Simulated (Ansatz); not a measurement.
One crystal and one scan (energy against volume) at two levels, PBE (plane waves to 420 eV, PAW, scalar-relativistic; Ansatz, a quantum-chemistry and plane-wave program) and r2SCAN (plane waves to 500 eV, PAW, scalar-relativistic; Ansatz), each from its own relaxed cell and on its own mesh.

The crystal is Yb (fcc, Cu type); the cell is scaled evenly about its relaxed volume V₀.

Energies are smeared free energies. The PAW data are Ansatz's earlier set. Yb is run without spin polarisation. Yb was relaxed with its symmetry unable to fall. The f-shell state is unchecked: a lower one may exist. Both scans cover V/V₀ from 0.900 to 1.100.

| quantity | run 1 | run 2 |
|---|---|---|
| Lattice constant a (Å) | 5.223 | 5.198 |
| Bulk modulus B₀ (third-order Birch-Murnaghan fit) (GPa) | 19.1 | 20.3 |

Task: Which run is which level?

Result: Run 1 is PBE, run 2 is r2SCAN. PBE gives the higher value for: lattice constant a. PBE gives the lower value for: bulk modulus B₀.

(A scan under strain: stresses follow from slopes of the energy per volume, elastic moduli from its curvatures.)
